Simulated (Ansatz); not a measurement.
GaAs:
```
CELL_PARAMETERS angstrom
      0.00000     2.83270     2.83270
      2.83270     0.00000     2.83270
      2.83270     2.83270     0.00000
ATOMIC_POSITIONS crystal
  Ga 0.00000 0.00000 0.00000
  As 0.75000 0.75000 0.75000
```

Relaxed with r²SCAN.

### Question
Map the valence electron density (e/Å³), cut off at 1 on the plane through (0.000, 0.000, 0.000) spanned by u = [1, 0, 0] and v = [-1, 1, 1] in lattice vectors, from plane-wave PAW r²SCAN (Ansatz code).

### Answer
x is the fraction of u, y of v (the angle between them is 90°; rows are the nearest grid lines); atoms in the plane: Ga at (0.00, 0.00), As at (0.50, 0.75).
```
|@@@@*-:.......:-*@@@@|
|@@@@*--:::::::--*@@@@|
|@@@@+===========+@@@@|
|++===+*#@@@@@#*+===++|
|:::-=+#@@@@@@@#+=-:::|
|..::-+#@@@@@@@#+-::..|
|...:-=#@@@@@@@#=-:...|
|   ..-+@@@@@@@+-..   |
|    .:-*@@@@@*-:.    |
|     .:=+*#*+=:.     |
|     ..:-===-:..     |
|      ..:::::..      |
|                     |
|                     |
|                     |
|                     |
|                     |
|.                   .|
|....             ....|
|:::..           ..:::|
|++-:..         ..:-++|
|@@@%-:.       .:-%@@@|
|@@@@+:..     ..:+@@@@|
|@@@@*-:.......:-*@@@@|
```
Scale: ten equal steps from 0.015 (start of ' ') to 1.00 (end of '@'), in the order ' .:-=+*#%@'; x runs from 0.000 to 1.00, y from 0.000 (bottom) to 1.00 (top).

The density is the valence pseudo-density with augmentation charge, so density and ELF within about 1 Å of a nucleus are not all-electron values.

Space group F-43m (zinc blende). The r²SCAN relaxation kept the symmetry of its start; phonons on a q-mesh show no instability.

Potentials: the earlier of the program's two PAW sets.
